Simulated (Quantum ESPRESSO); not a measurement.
# In2GaAlP4: one run as intended and one with a planted mistake

A calculation, not a measurement. The program is pw.x of Quantum ESPRESSO 7.5 (plane-wave density functional theory). The cell is made up: 8 atoms on a zincblende/diamond lattice, with randomly drawn elements, strain and displacements, not relaxed. PseudoDojo standard norm-conserving files (v0.5 for PBE, v0.4.1 for LDA and PBEsol) set the functional; there is no spin polarisation, spin-orbit coupling or dispersion term, and the masses in the input are unused placeholders.

Intended input:

```
&control calculation='scf', pseudo_dir='./dojo.nc.sr.pbe.v0_5.standard.upf', outdir='./o', disk_io='low', tprnfor=.true., tstress=.true. /
&system ibrav=0, nat=8, ntyp=4, nbnd=37, ecutwfc=79.96652505, nosym=.true., tot_charge=0,
 occupations='smearing', smearing='fd', degauss=0.0018374661
/
&electrons conv_thr=7.350e-09, electron_maxstep=60, /
ATOMIC_SPECIES
Al 1.0 Al.upf
Ga 1.0 Ga.upf
In 1.0 In.upf
P 1.0 P.upf
CELL_PARAMETERS angstrom
5.7025 0.0114 -0.0114
0.0114 5.6219 -0.0162
-0.0114 -0.0162 5.7523
ATOMIC_POSITIONS angstrom
In -0.0109 -0.0374 0.0464
Ga 0.017 2.7489 2.8435
Al 2.8475 0.0216 2.8471
In 2.9035 2.8192 -0.0071
P 1.4363 1.3969 1.4585
P 1.398 4.221 4.3303
P 4.2781 1.3884 4.3316
P 4.2449 4.2218 1.362
K_POINTS automatic
4 4 4 1 1 1
```

The log is shortened where brackets say so; the opening notice, blank lines, dates and the lines on written files are dropped, and the path of the files is cut. It prints rydbergs, bohrs and kilobars, and counts compression as positive stress.

Log of the intended run:

```
     Program PWSCF v.7.5
     Parallel version (MPI & OpenMP), running on       4 processor cores
     Number of MPI processes:                 4
     Threads/MPI process:                     1
     [start-up lines left out]
     bravais-lattice index     =            0
     lattice parameter (alat)  =      10.7762  a.u.
     unit-cell volume          =    1244.4560 (a.u.)^3
     number of atoms/cell      =            8
     number of atomic types    =            4
     number of electrons       =        62.00
     number of Kohn-Sham states=           37
     kinetic-energy cutoff     =      79.9665  Ry
     charge density cutoff     =     319.8661  Ry
     scf convergence threshold =      7.3E-09
     mixing beta               =       0.7000
     number of iterations used =            8  plain     mixing
     Exchange-correlation= PBE
                           (   1   4   3   4   0   0   0)
     [axes and pseudopotential details left out]
   Cartesian axes
     site n.     atom                  positions (alat units)
         1        In     tau(   1) = (  -0.0019114  -0.0065585   0.0081367  )
         2        Ga     tau(   2) = (   0.0029811   0.4820498   0.4986390  )
         3        Al     tau(   3) = (   0.4993404   0.0037878   0.4992703  )
         4        In     tau(   4) = (   0.5091606   0.4943777  -0.0012451  )
         5        P      tau(   5) = (   0.2518710   0.2449618   0.2557640  )
         6        P      tau(   6) = (   0.2451547   0.7401987   0.7593657  )
         7        P      tau(   7) = (   0.7502118   0.2434712   0.7595936  )
         8        P      tau(   8) = (   0.7443898   0.7403390   0.2388417  )
     number of k points=    32  Fermi-Dirac smearing, width (Ry)=  0.0018
                       cart. coord. in units 2pi/alat
        k(    1) = (   0.1249958   0.1268980   0.1245234), wk =   0.0625000
        k(    2) = (   0.1254898   0.1276111   0.3723630), wk =   0.0625000
     [further k points left out]
     Dense  grid:   120199 G-vectors     FFT dimensions: (  64,  64,  64)
     Estimated max dynamical RAM per process >     228.38 MB
     Estimated total dynamical RAM >     825.47 MB
     Initial potential from superposition of free atoms
     starting charge      61.9865, renormalised to      62.0000
     Starting wfcs are   47 randomized atomic wfcs
     total cpu time spent up to now is        3.1 secs
     per-process dynamical memory:   163.0 Mb
     Self-consistent Calculation
     iteration #  1     ecut=    79.97 Ry     beta= 0.70
     Davidson diagonalization with overlap
     ethr =  1.00E-02,  avg # of iterations =  4.0
     Threshold (ethr) on eigenvalues was too large:
     Diagonalizing with lowered threshold
     Davidson diagonalization with overlap
     ethr =  5.94E-04,  avg # of iterations =  2.0
     total cpu time spent up to now is       10.9 secs
     total energy              =    -478.83415356 Ry
     estimated scf accuracy    <       0.37956840 Ry
     iteration #  2     ecut=    79.97 Ry     beta= 0.70
     Davidson diagonalization with overlap
     ethr =  6.12E-04,  avg # of iterations =  2.2
     total cpu time spent up to now is       14.9 secs
     total energy              =    -478.93343738 Ry
     estimated scf accuracy    <       0.08686390 Ry
     [iterations 3 to 8 left out]
     iteration #  9     ecut=    79.97 Ry     beta= 0.70
     Davidson diagonalization with overlap
     ethr =  1.03E-10,  avg # of iterations =  5.0
     total cpu time spent up to now is       47.9 secs
     total energy              =    -478.94977144 Ry
     estimated scf accuracy    <       0.00000011 Ry
     iteration # 10     ecut=    79.97 Ry     beta= 0.70
     Davidson diagonalization with overlap
     ethr =  1.03E-10,  avg # of iterations =  2.0
     total cpu time spent up to now is       51.7 secs
     End of self-consistent calculation
     [lines on levels left out]
!    total energy              =    -478.94977146 Ry
     estimated scf accuracy    <          3.9E-09 Ry
     smearing contrib. (-TS)   =      -0.00000000 Ry
     internal energy E=F+TS    =    -478.94977146 Ry
     The total energy is F=E-TS. E is the sum of the following terms:
     one-electron contribution =    -203.03866684 Ry
     hartree contribution      =     142.13752474 Ry
     xc contribution           =    -140.72861974 Ry
     ewald contribution        =    -277.32000963 Ry
     convergence has been achieved in  10 iterations
     Forces acting on atoms (cartesian axes, Ry/au):
     atom    1 type  3   force =     0.00730073    0.01822650   -0.00746134
     atom    2 type  2   force =    -0.00894883    0.01770541    0.01488872
     atom    3 type  1   force =    -0.00182750   -0.01207961    0.01859524
     atom    4 type  3   force =    -0.04014097   -0.01267739   -0.01735624
     atom    5 type  4   force =     0.00683620    0.00205190    0.04035656
     atom    6 type  4   force =     0.01946298   -0.01124083   -0.07827453
     atom    7 type  4   force =     0.00464905   -0.00891718   -0.07680525
     atom    8 type  4   force =     0.01266835    0.00693121    0.10605685
     Total force =     0.171444     Total SCF correction =     0.000121
     Computing stress (Cartesian axis) and pressure
          total   stress  (Ry/bohr**3)                   (kbar)     P=       29.57
   0.00020553  -0.00000273  -0.00000551           30.23       -0.40       -0.81
  -0.00000273   0.00025217   0.00008626           -0.40       37.09       12.69
  -0.00000551   0.00008626   0.00014528           -0.81       12.69       21.37
     init_run     :      2.89s CPU      2.98s WALL (       1 calls)
     electrons    :     48.41s CPU     48.63s WALL (       1 calls)
     forces       :      0.71s CPU      0.73s WALL (       1 calls)
     stress       :      2.33s CPU      2.41s WALL (       1 calls)
     [timing details left out]
     PWSCF        :     54.43s CPU     54.87s WALL
     JOB DONE.
```

A second run has one planted mistake: the cell has the wrong charge. The input lines that differ, file-writing options aside:

```
- &system ibrav=0, nat=8, ntyp=4, nbnd=37, ecutwfc=79.96652505, nosym=.true., tot_charge=0,
+ &system ibrav=0, nat=8, ntyp=4, nbnd=37, ecutwfc=79.96652505, nosym=.true., tot_charge=1,
```

Its log:

```
     Program PWSCF v.7.5
     Parallel version (MPI & OpenMP), running on       4 processor cores
     Number of MPI processes:                 4
     Threads/MPI process:                     1
     [start-up lines left out]
     bravais-lattice index     =            0
     lattice parameter (alat)  =      10.7762  a.u.
     unit-cell volume          =    1244.4560 (a.u.)^3
     number of atoms/cell      =            8
     number of atomic types    =            4
     number of electrons       =        61.00
     number of Kohn-Sham states=           37
     kinetic-energy cutoff     =      79.9665  Ry
     charge density cutoff     =     319.8661  Ry
     scf convergence threshold =      7.3E-09
     mixing beta               =       0.7000
     number of iterations used =            8  plain     mixing
     Exchange-correlation= PBE
                           (   1   4   3   4   0   0   0)
     [axes and pseudopotential details left out]
   Cartesian axes
     site n.     atom                  positions (alat units)
         1        In     tau(   1) = (  -0.0019114  -0.0065585   0.0081367  )
         2        Ga     tau(   2) = (   0.0029811   0.4820498   0.4986390  )
         3        Al     tau(   3) = (   0.4993404   0.0037878   0.4992703  )
         4        In     tau(   4) = (   0.5091606   0.4943777  -0.0012451  )
         5        P      tau(   5) = (   0.2518710   0.2449618   0.2557640  )
         6        P      tau(   6) = (   0.2451547   0.7401987   0.7593657  )
         7        P      tau(   7) = (   0.7502118   0.2434712   0.7595936  )
         8        P      tau(   8) = (   0.7443898   0.7403390   0.2388417  )
     number of k points=    32  Fermi-Dirac smearing, width (Ry)=  0.0018
                       cart. coord. in units 2pi/alat
        k(    1) = (   0.1249958   0.1268980   0.1245234), wk =   0.0625000
        k(    2) = (   0.1254898   0.1276111   0.3723630), wk =   0.0625000
     [further k points left out]
     Dense  grid:   120199 G-vectors     FFT dimensions: (  64,  64,  64)
     Estimated max dynamical RAM per process >     228.38 MB
     Estimated total dynamical RAM >     825.47 MB
     Initial potential from superposition of free atoms
     starting charge      61.9865, renormalised to      61.0000
     Starting wfcs are   47 randomized atomic wfcs
     total cpu time spent up to now is        3.1 secs
     per-process dynamical memory:   163.0 Mb
     Self-consistent Calculation
     iteration #  1     ecut=    79.97 Ry     beta= 0.70
     Davidson diagonalization with overlap
     ethr =  1.00E-02,  avg # of iterations =  4.0
     Threshold (ethr) on eigenvalues was too large:
     Diagonalizing with lowered threshold
     Davidson diagonalization with overlap
     ethr =  4.58E-04,  avg # of iterations =  2.0
     total cpu time spent up to now is       11.1 secs
     total energy              =    -479.33788405 Ry
     estimated scf accuracy    <       0.29366628 Ry
     iteration #  2     ecut=    79.97 Ry     beta= 0.70
     Davidson diagonalization with overlap
     ethr =  4.81E-04,  avg # of iterations =  3.3
     total cpu time spent up to now is       15.3 secs
     total energy              =    -479.38836157 Ry
     estimated scf accuracy    <       0.07417010 Ry
     [iterations 3 to 9 left out]
     iteration # 10     ecut=    79.97 Ry     beta= 0.70
     Davidson diagonalization with overlap
     ethr =  1.16E-10,  avg # of iterations =  4.3
     total cpu time spent up to now is       51.0 secs
     total energy              =    -479.40896379 Ry
     estimated scf accuracy    <       0.00000003 Ry
     iteration # 11     ecut=    79.97 Ry     beta= 0.70
     Davidson diagonalization with overlap
     ethr =  5.17E-11,  avg # of iterations =  2.0
     total cpu time spent up to now is       54.6 secs
     End of self-consistent calculation
     [lines on levels left out]
!    total energy              =    -479.40896380 Ry
     estimated scf accuracy    <          3.1E-09 Ry
     smearing contrib. (-TS)   =      -0.00051533 Ry
     internal energy E=F+TS    =    -479.40844847 Ry
     The total energy is F=E-TS. E is the sum of the following terms:
     one-electron contribution =    -203.94789484 Ry
     hartree contribution      =     141.79173766 Ry
     xc contribution           =    -139.93228167 Ry
     ewald contribution        =    -277.32000963 Ry
     convergence has been achieved in  11 iterations
     Forces acting on atoms (cartesian axes, Ry/au):
     atom    1 type  3   force =     0.00756866    0.01749220   -0.00449077
     atom    2 type  2   force =    -0.00828786    0.01442271    0.01130044
     atom    3 type  1   force =     0.00070182   -0.01246749    0.01549716
     atom    4 type  3   force =    -0.03718077   -0.01466060   -0.01408957
     atom    5 type  4   force =     0.00382903    0.00485912    0.03844771
     atom    6 type  4   force =     0.01641184   -0.01036728   -0.07521181
     atom    7 type  4   force =     0.00477942   -0.00627377   -0.07396114
     atom    8 type  4   force =     0.01217785    0.00699510    0.10250798
     Total force =     0.163608     Total SCF correction =     0.000228
     Computing stress (Cartesian axis) and pressure
          total   stress  (Ry/bohr**3)                   (kbar)     P=      -71.10
  -0.00047736  -0.00000274  -0.00000999          -70.22       -0.40       -1.47
  -0.00000274  -0.00046108   0.00009229           -0.40      -67.83       13.58
  -0.00000999   0.00009229  -0.00051147           -1.47       13.58      -75.24
     init_run     :      2.88s CPU      2.98s WALL (       1 calls)
     electrons    :     51.30s CPU     51.55s WALL (       1 calls)
     forces       :      0.70s CPU      0.71s WALL (       1 calls)
     stress       :      2.30s CPU      2.35s WALL (       1 calls)
     [timing details left out]
     PWSCF        :     57.30s CPU     57.74s WALL
     JOB DONE.
```

```
                                            intended run  run with the mistake
                          free energy (eV)     -6516.444             -6522.691
                    smearing term -TS (eV)        0.0000               -0.0070
                            pressure (GPa)          2.96                 -7.11
            largest force component (eV/Å)         2.727                 2.636
largest change of a force component (eV/Å)                               0.092
                                iterations            10                    11
```

For scale, a rerun of the intended cell at 1377 eV and a 6 x 6 x 6 mesh moved values by no more than 0.008 eV in energy, 0.02 GPa in stress and 0.002 eV/Å in force. The charged cell sits in a uniform background, so its energy and stress rest on the program's zero of potential.